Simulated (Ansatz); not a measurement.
# Calculated ⁵⁷Fe Mössbauer parameters for FeSi

Cell: a Materials Project structure (computed, not necessarily an observed phase), ions relaxed with PBE at fixed cell.

Space group P2_13 (No. 198); a = 4.4022 Å.

| site | Wyckoff | site symmetry | x | y | z |
| --- | --- | --- | --- | --- | --- |
| Fe | 4a | .3. | 0.8625 | 0.6375 | 0.3625 |
| Si | 4a | .3. | 0.1585 | 0.3415 | 0.6585 |

One atom of each set is listed.

Level of theory: DFT, PBE, plane waves and PAW, scalar-relativistic, collinear spin, 420 eV cutoff, Γ-centred 8×8×8 k-points, Fermi–Dirac smearing 0.05 eV (Ansatz 0.2.0). Start moments as typed (μB): 3 on each Fe, none on the rest.

Isomer shifts (against α-Fe) follow from the electron density at the nucleus, δ = α(ρ − ρ₀), with α = -0.366 mm s⁻¹ a₀³ and ρ₀ = 14904.00 a₀⁻³ from a line fitted to 10 measured compounds at this level of theory (rms miss 0.11 mm/s). ΔE_Q = ½eQV_zz(1 + η²/3)^½ with Q = 0.160 b for the 14.4 keV state.

Q: What would the ⁵⁷Fe spectrum's parameters be?

A: 

```json
{"site": "Fe", "atoms": "4", "first shell": "7 Si at 2.26–2.46 Å, 6 Fe at 2.70 Å", "ρ − ρ₀ (a₀⁻³)": "-0.57", "δ (mm/s)": "0.21", "ΔE_Q (mm/s)": "0.89", "η": "0.00"}
```



At this cell the PBE pressure is 7 GPa, so with PBE the cell would grow if it were relaxed. The entry's cell may itself be off. With a gap of 0.17 eV under a smearing of 0.05 eV the band edges are partly filled, so small gradients can hang on the smearing and the k-mesh. With these PAW files V_zz is typically within 2 to 3 % of all-electron values, but misses above 10 % occur on Fe. The start moments die out, and the run ends without spin.
